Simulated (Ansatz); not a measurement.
TiSi:
```
TiSi
1.0
    3.05191     0.00000     0.00000
    0.00000     3.05191     0.00000
    0.00000     0.00000     3.05191
Ti Si
1 1
Direct
  0.00000   0.00000   0.00000
  0.50000   0.50000   0.50000
```

Relaxed with LDA. Special points in fractions of this cell's reciprocal vectors: Γ (0.000, 0.000, 0.000); X (0.000, 0.500, 0.000); M (0.500, 0.500, 0.000); R (0.500, 0.500, 0.500).

Q: List the band energies nearest the Fermi level at these points for LDA in the plane-wave PAW code Ansatz.

A: In eV from the Fermi level; about four levels below and three above (degenerate sets whole), none deeper than 8.9 eV; points with the same levels are listed once.

```tsv
k	below	above
Γ	-1.70 -1.70	2.13 2.13 2.13
X	-6.38 -0.55 -0.41 -0.41	2.42 3.46 6.13
M	-7.59 -3.44 -3.44 -1.59	0.76 0.76 3.35
R	-4.47 -4.47 -4.47 -3.36	3.15 3.15 3.15
```

Space group Pm-3m (CsCl type). A made-up cell: these elements were put on the sites of a structure type; neither database checked (COD, Materials Project) lists it. COD files the formula under space group No. 25, so this cell is another polymorph or a model. Whether it is the stable phase at ambient conditions was not checked. The cell was relaxed with LDA under the symmetry of its start. At this level the phase is dynamically unstable (imaginary phonons). No spin polarisation was allowed.

Potentials: the later of the program's two PAW sets.
